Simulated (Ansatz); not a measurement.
CaO:
```yaml
crystal:
  lattice:
    - [0.00000, 2.41545, 2.41545]
    - [2.41545, 0.00000, 2.41545]
    - [2.41545, 2.41545, 0.00000]
  atoms:
    - { symbol: Ca, position: [0.00000, 0.00000, 0.00000] }
    - { symbol: O, position: [0.50000, 0.50000, 0.50000] }
```

Relaxed with PBE. Special points in fractions of this cell's reciprocal vectors: Γ (0.000, 0.000, 0.000); X (0.500, 0.000, 0.500); U (0.625, 0.250, 0.625); K (0.375, 0.375, 0.750); L (0.500, 0.500, 0.500); W (0.500, 0.250, 0.750).

Problem. List the band energies nearest the valence-band maximum at these points for the program Ansatz at the PBE level (PAW).

Solution. In eV from the valence-band maximum; about four levels below and three above (degenerate sets whole), none deeper than 8.9 eV; points with the same levels are listed once.

```
k              below                above
-  -----------------  -------------------
Γ     0.00 0.00 0.00  4.61 6.20 6.20 6.20
X  -1.31 -0.38 -0.38       3.66 7.94 8.81
U  -1.32 -1.21 -0.77       5.12 7.92 8.45
L  -2.59 -1.16 -1.16       6.99 8.27 8.27
W  -1.25 -1.05 -1.05       6.27 6.27 8.28
```

Space group Fm-3m (rock salt). The cell was relaxed with PBE under the symmetry of its start; phonons on a q-mesh show no instability.

Potentials: the later of the program's two PAW sets.
